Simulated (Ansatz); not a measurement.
The cost of changing the moment of NiO (Fm-3m)

All numbers are calculated (PBEsol+U, U_eff = 4.0 eV (Dudarev form) on Ni d, fully localised double counting, collinear spin, scalar-relativistic, 420 eV, PAW set soft_2 (made for PBE), 8×8×8 mesh, Gaussian smearing of 0.05 eV) with the plane-wave PAW code Ansatz.

```yaml
crystal:
  lattice:
    - [0.00000, 2.09131, 2.09131]
    - [2.09131, 0.00000, 2.09131]
    - [2.09131, 2.09131, 0.00000]
  atoms:
    - { symbol: Ni, position: [0.00000, 0.00000, 0.00000] }
    - { symbol: O, position: [0.50000, 0.50000, 0.50000] }
```

The structure is that of a cell as deposited in COD, unrelaxed.

Cell and atoms stay fixed. The reference is a free state that was started with parallel moments (start: symmetry kept, no search) and keeps them. It has 8 d electrons in filled orbitals, 2 of them unpaired, the high-spin filling, a gap of 1.01 eV and a whole-number cell moment of 2 μB, as a collinear insulator must have; cell moment 2.00 μB, site moments in spheres Ni 1.67; O 0.27 μB, shell filling Ni 5↑ 3↓, 8.31 e. A natural orbital (eigenvector of a shell's occupation matrix) is counted as filled above 0.75 (0.9 in a metal) and as partly filled from 0.35 up to that; ↑ and ↓ are the spin channels. The formal moment from which the starts were built is 2 μB a cell. The total moment M = N↑ − N↓ was then locked, each spin with its own Fermi level. Locks at 70 % of the formal moment or more started from the reference's natural orbitals, filled by rank with the formal electron count; the others from atoms with scaled moments, and the lock at zero from atoms without moments.

```
M (μB/cell)  ΔE (meV/atom)  ΔE (eV/cell)  site moments (μB)                           shell filling  E_F↑ − E_F↓ (eV)  flags
       0.00          603.1          1.21         under 0.05  Ni 3↑(+2 partly) 3↓(+2 partly), 8.61 e              0.00      –
       0.50          538.6          1.08            Ni 0.52  Ni 3↑(+2 partly) 3↓(+2 partly), 8.59 e             -0.96      –
       1.50          193.6          0.39    Ni 1.35; O 0.09                        Ni 5↑ 3↓, 8.43 e             -1.76      –
       2.00            0.0          0.00    Ni 1.67; O 0.27                        Ni 5↑ 3↓, 8.31 e                 –      –
```

ΔE counts from the reference.

Turning one electron's spin changes M by 2 μB. From the reference, going to 1.50 μB turns 0.25 electrons from spin up to down and costs 0.39 eV, or 1.55 eV per electron turned. In a gapped state the first turned electron must leave a filled band of one spin for an empty band of the other, so E(M) has a kink at the free moment. Where both spins are metallic, the slope dE/dM is half the difference of the two Fermi levels, -0.88 eV/μB at M = 1.50 μB. A straight line of that slope from the reference gives 0.88 × 0.50 = 0.440 eV, against 0.387 eV found, near that line and not at half of it as for a parabola: the mark of a kink.

At M = 0.00, 0.50 μB the count of filled and partly filled orbitals of each spin differs from the reference's, which may be the change of moment itself or a change of state.

For M = 0.00 μB: With J = 0 the Hubbard energy is (U/2) Σ λ(1 − λ), a penalty on fractional natural occupations. The sums Σ λ(1 − λ) over the cell's shells are 0.30 for the reference and 0.94 for the locked state, which at U/2 = 2.00 eV give 0.60 and 1.88 eV per cell. Of the difference of 1.21 eV per cell, the Hubbard term gives 1.27 eV and all other terms -0.07 eV, so the Hubbard term alone decides the order: the other terms favour the locked state. The other terms are taken on each state's own density, so they aren't the result of a run without U.

With one Ni ion in the cell, Ni moments can't oppose each other.

The points needn't share one orbital state, so they needn't lie on one smooth curve, and a lower state can't be excluded at any of them. For metallic states the mesh is coarse, so energy differences carry some meV/atom. U is one value of a scan, not fitted to this compound, so the states needn't resemble the real material's. Gaps are Kohn–Sham gaps over the k-mesh alone and may be smaller between its points.
